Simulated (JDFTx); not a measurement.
An input for a modified build of JDFTx (TiAl(101), linear PCM (GLSSA13), water, 0.5 M KF; bohr, hartree) and the course of its log:

```
lattice \
  5.3115477048 0.0000000000 0.0000000000 \
  0.0000000000 9.3414587366 0.0000000000 \
  0.0000000000 0.0000000000 43.2747282539
coords-type Lattice
ion Al 0.0000000000 0.5332999421 -0.1553412305 0
ion Al 0.0000000000 0.8514842020 -0.0504839280 0
ion Al 0.0000000000 0.1747894630 0.0504839280 0
ion Al 0.0000000000 0.4929737229 0.1553412305 0
ion Ti 0.5000000000 0.0291378648 -0.1483885849 0
ion Ti 0.5000000000 0.3514842020 -0.0504839280 0
ion Ti 0.5000000000 0.6747894630 0.0504839280 0
ion Ti 0.5000000000 0.9971358002 0.1483885849 0
ion-species pseudo/al_pbe_v1.upf
ion-species pseudo/ti_pbe_v1.4.upf
elec-cutoff 20 100
elec-ex-corr gga-PBE
coulomb-interaction Slab 001
coulomb-truncation-embed 0 0 0
kpoint-folding 8 4 1
elec-smearing Fermi 0.01
elec-n-bands 44
electronic-scf nIterations 100 energyDiffThreshold 1e-08
fluid LinearPCM
pcm-variant GLSSA13
fluid-solvent H2O
fluid-cation K+ 0.5
fluid-anion F- 0.5
fluid-minimize nIterations 400 knormThreshold 1e-12
wavefunction read vac.wfns
elec-initial-eigenvals vac.eigenvals
dump-name f0.$VAR
dump End State Ecomponents EigStats BandEigs Forces ElecDensity IonicPositions Fillings Kpoints Dtot FluidDebug BoundCharge FluidDensity
```

```
[one cycle in 5 is shown, and the last three; fluid-solver lines are left out]
	FillingsUpdate:  mu: -0.145023704  nElectrons: 60.000000
SCF: Cycle:  0   F: -241.721258012998391   dF: +1.528e-04   |Residual|: 9.997e-03   |deigs|: 8.660e-05
	FillingsUpdate:  mu: -0.128549405  nElectrons: 60.000000
SCF: Cycle:  5   F: -241.723582027312972   dF: -9.287e-04   |Residual|: 5.790e-03   |deigs|: 1.046e-02
	FillingsUpdate:  mu: -0.107523338  nElectrons: 60.000000
SCF: Cycle: 10   F: -241.724535913638562   dF: +2.309e-04   |Residual|: 1.192e-02   |deigs|: 6.491e-03
	FillingsUpdate:  mu: -0.107648309  nElectrons: 60.000000
SCF: Cycle: 15   F: -241.724322649813843   dF: -2.545e-03   |Residual|: 1.594e-02   |deigs|: 9.424e-03
	FillingsUpdate:  mu: -0.127629860  nElectrons: 60.000000
SCF: Cycle: 20   F: -241.724472104640000   dF: -7.876e-05   |Residual|: 2.911e-03   |deigs|: 2.587e-04
	FillingsUpdate:  mu: -0.122820658  nElectrons: 60.000000
SCF: Cycle: 25   F: -241.725139751140489   dF: -5.333e-04   |Residual|: 5.059e-03   |deigs|: 4.385e-03
	FillingsUpdate:  mu: -0.116153198  nElectrons: 60.000000
SCF: Cycle: 30   F: -241.725042857699549   dF: -1.909e-04   |Residual|: 9.407e-03   |deigs|: 4.890e-03
	FillingsUpdate:  mu: -0.116204341  nElectrons: 60.000000
SCF: Cycle: 35   F: -241.725794048799429   dF: -2.569e-04   |Residual|: 3.462e-03   |deigs|: 2.940e-03
	FillingsUpdate:  mu: -0.106002716  nElectrons: 60.000000
SCF: Cycle: 40   F: -241.726929525628321   dF: +1.044e-05   |Residual|: 5.581e-03   |deigs|: 1.070e-03
	FillingsUpdate:  mu: -0.112745628  nElectrons: 60.000000
SCF: Cycle: 45   F: -241.726189881908823   dF: +2.311e-04   |Residual|: 1.780e-03   |deigs|: 1.572e-03
	FillingsUpdate:  mu: -0.111836334  nElectrons: 60.000000
SCF: Cycle: 50   F: -241.726350330630851   dF: +2.482e-04   |Residual|: 1.594e-03   |deigs|: 1.368e-03
	FillingsUpdate:  mu: -0.110787882  nElectrons: 60.000000
SCF: Cycle: 55   F: -241.726537794869017   dF: -8.923e-05   |Residual|: 1.574e-03   |deigs|: 3.744e-04
	FillingsUpdate:  mu: -0.115529164  nElectrons: 60.000000
SCF: Cycle: 60   F: -241.725679120147504   dF: +4.919e-04   |Residual|: 4.159e-03   |deigs|: 3.140e-03
	FillingsUpdate:  mu: -0.096968467  nElectrons: 60.000000
SCF: Cycle: 65   F: -241.726660913255898   dF: +8.583e-05   |Residual|: 1.023e-02   |deigs|: 7.540e-04
	FillingsUpdate:  mu: -0.095332220  nElectrons: 60.000000
SCF: Cycle: 70   F: -241.726950605826772   dF: -1.581e-04   |Residual|: 1.001e-02   |deigs|: 1.242e-03
	FillingsUpdate:  mu: -0.105147358  nElectrons: 60.000000
SCF: Cycle: 75   F: -241.727192113989986   dF: +1.305e-05   |Residual|: 1.820e-03   |deigs|: 2.273e-04
	FillingsUpdate:  mu: -0.103542394  nElectrons: 60.000000
SCF: Cycle: 80   F: -241.727228713178619   dF: -4.847e-05   |Residual|: 1.660e-03   |deigs|: 6.811e-04
	FillingsUpdate:  mu: -0.099838235  nElectrons: 60.000000
SCF: Cycle: 85   F: -241.727465453688040   dF: -1.475e-04   |Residual|: 8.837e-04   |deigs|: 7.478e-04
	FillingsUpdate:  mu: -0.102253455  nElectrons: 60.000000
SCF: Cycle: 90   F: -241.727255943063511   dF: +1.822e-06   |Residual|: 1.085e-03   |deigs|: 2.916e-05
	FillingsUpdate:  mu: -0.101514415  nElectrons: 60.000000
SCF: Cycle: 95   F: -241.727302035041248   dF: +6.777e-06   |Residual|: 3.608e-04   |deigs|: 1.155e-04
	FillingsUpdate:  mu: -0.101249412  nElectrons: 60.000000
SCF: Cycle: 97   F: -241.727328624754392   dF: -6.057e-06   |Residual|: 4.542e-04   |deigs|: 2.099e-05
	FillingsUpdate:  mu: -0.101079044  nElectrons: 60.000000
SCF: Cycle: 98   F: -241.727350881997523   dF: -2.226e-05   |Residual|: 4.746e-04   |deigs|: 1.710e-04
	FillingsUpdate:  mu: -0.100658032  nElectrons: 60.000000
SCF: Cycle: 99   F: -241.727399311754027   dF: -4.843e-05   |Residual|: 6.674e-04   |deigs|: 4.559e-04
SCF: None of the convergence criteria satisfied after 100 iterations.
IonicMinimize: Iter:   0  F: -241.727399311754027  |grad|_K:  0.000e+00
IonicMinimize: Converged (|grad|_K<1.000000e-04).
```

This run gave no converged result. The electronic loop ended without meeting its threshold, so the last energy, levels and forces aren't results.
